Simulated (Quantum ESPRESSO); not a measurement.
# ZnGa2F7Cl: convergence and cost over cutoff and k mesh

A calculation, not a measurement. The program is pw.x of Quantum ESPRESSO 7.5 (plane-wave density functional theory). The cell is made up: 11 atoms on a rutile lattice with one site empty, with randomly drawn elements, strain and displacements, not relaxed. PseudoDojo standard norm-conserving files (v0.5 for PBE, v0.4.1 for LDA and PBEsol) set the functional; there is no spin polarisation, spin-orbit coupling or dispersion term, and the masses in the input are unused placeholders.

Input of the run in row 2:

```
&control calculation='scf', pseudo_dir='./dojo.nc.sr.pbe.v0_5.standard.upf', outdir='./o', disk_io='low', tprnfor=.true., tstress=.true. /
&system ibrav=0, nat=11, ntyp=4, nbnd=57, ecutwfc=84.00895049, nosym=.true., tot_charge=0,
 occupations='smearing', smearing='fd', degauss=0.0018374661
/
&electrons conv_thr=7.350e-09, electron_maxstep=60, /
ATOMIC_SPECIES
Cl 1.0 Cl.upf
F 1.0 F.upf
Ga 1.0 Ga.upf
Zn 1.0 Zn.upf
CELL_PARAMETERS angstrom
4.6426 0.0398 0.0055
0.0398 4.7645 0.0137
0.0074 0.0182 6.2898
ATOMIC_POSITIONS angstrom
Zn 0.0031 0.0169 -0.029
Ga 2.324 2.3747 1.6315
Ga -0.0233 -0.0708 3.1505
F 1.4772 1.488 0.0661
F 3.2354 3.3128 -0.0063
F 3.8115 1.0811 1.6351
F 0.9482 3.944 1.58
F 1.4223 1.5235 3.0413
F 3.2356 3.2751 3.1926
Cl 3.6808 0.8817 4.6785
F 0.8825 3.8528 4.6593
K_POINTS automatic
5 5 4 1 1 1
```

The same cell was run at these settings. Meshes are shifted by half a step, and differences are from the last row, which is itself not exact.

```
cutoff (eV)     k mesh  k points solved  threshold (eV)  free energy less the last row's (eV)  pressure (GPa)  largest stress difference (GPa)  largest force difference (eV/Å)  iterations  wall time (s)  k-point pools          processor
        800  2 x 2 x 2                4           1e-04                                 4.630          -42.46                            48.53                            0.052           8             27              4  Intel Xeon, older
       1143  5 x 5 x 4               50           1e-07                                 0.003            5.46                             0.00                            0.000          11            281              4  Intel Xeon, older
       1437  7 x 7 x 6              147           1e-07                                 0.000            5.46                             0.00                            0.000          11            990              4  Intel Xeon, older
```

Each pool is one process. Wall times include start-up and a band step at six k points, which weighs most on the coarsest meshes. The runs were on shared virtual cores whose load varied, so times are rough.